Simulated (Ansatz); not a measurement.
The start is a randomly generated symmetric cell of Te (space group No. 139). The structure is fully relaxed (lattice and positions, P = 0) with r2SCAN (plane waves to 500 eV, PAW, scalar-relativistic; Ansatz, a first-principles code). The first steps use a coarse 7×7×7 k-mesh.

Input geometry:
```
Te
1.0
   -2.54471     2.54471     4.05464
    2.54471    -2.54471     4.05464
    2.54471     2.54471    -4.05464
Te
3
Cartesian
  0.00000   2.54471   2.02732
  2.54471   0.00000   2.02732
  0.00000   0.00000   0.00000
```

How does the volume per atom move from start to end?

-2.5 %, from 35.01 to 34.12 Å³/atom.

How do the shortest distances between atoms change?

The closest pairs of elements (up to four, under 3.6 Å), start → end: Te–Te 3.25 → 3.15 Å.

What band gap does the relaxed structure have at this level?

Zero (metallic).

What does it relax into? Give the structure.


```cif
data_Te6
_chemical_formula_sum 'Te6'
_space_group_name_H-M_alt 'I4/mmm'
_space_group_IT_number 139
_space_group_name_Hall '-I 4 2'
_cell_length_a 4.45744
_cell_length_b 4.45744
_cell_length_c 10.30235
_cell_angle_alpha 90.000
_cell_angle_beta 90.000
_cell_angle_gamma 90.000
loop_
_atom_site_label
_atom_site_type_symbol
_atom_site_symmetry_multiplicity
_atom_site_Wyckoff_symbol
_atom_site_fract_x
_atom_site_fract_y
_atom_site_fract_z
_atom_site_occupancy
Te1 Te 4 d 0.00000 0.50000 0.25000 1
Te2 Te 2 a 0.00000 0.00000 0.00000 1
```
(The calculation used a cell of 3 atoms; values per cell refer to that cell.)

The space group stays I4/mmm (No. 139) (the run could not lower it), with 3 atoms in the primitive cell. Final values are on a 15×15×15 k-mesh of the relaxed cell. No spin polarisation in the result.

The run could not lose the symmetry of its start, so the end can be a saddle point.

All atoms sit on sites fixed by symmetry, so only the cell could relax.

The relaxed structure here is a generated cell of Te: the first start was made by a random draw of sites in a space group, and the end was not matched to a known phase here, so it may be hypothetical. Known forms of Te include space group No. 152.
